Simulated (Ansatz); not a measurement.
Question: Each is relaxed and computed with the program Ansatz at the LDA level (PAW). Which is the only metal?
A) CdCl2, R-3m (Cd on 3a, Cl on 6c)
B) Y2C, R-3m (Y on 6c, C on 3a)
C) YOF, P4/nmm (Y on 2c, O on 2b, F on 2a)
D) AlSiCN, P3m1 (Al on 1b, Si on 1c, C on 1b, N on 1c)

Answer: B, Y2C, R-3m (Y on 6c, C on 3a). Y2C: metal; YOF: gap 5.03 eV (indirect); CdCl2: gap 3.33 eV (indirect); AlSiCN: gap 3.27 eV (indirect). Standing as an ambient phase not checked: Y2C, R-3m (Y on 6c, C on 3a); YOF, P4/nmm (Y on 2c, O on 2b, F on 2a); CdCl2, R-3m (Cd on 3a, Cl on 6c); AlSiCN, P3m1 (Al on 1b, Si on 1c, C on 1b, N on 1c). Weakly bound layers, chains or molecules computed without a dispersion correction, so cells and soft constants are ill determined: CdCl2, R-3m (Cd on 3a, Cl on 6c). All cells were relaxed under the symmetry of their starts (and spin orders); stability against distortions was not tested throughout. Rows with no word on spin ran without spin polarisation. Spin–orbit coupling is left out wherever it is not named.

Potentials: the later of the program's two PAW sets.
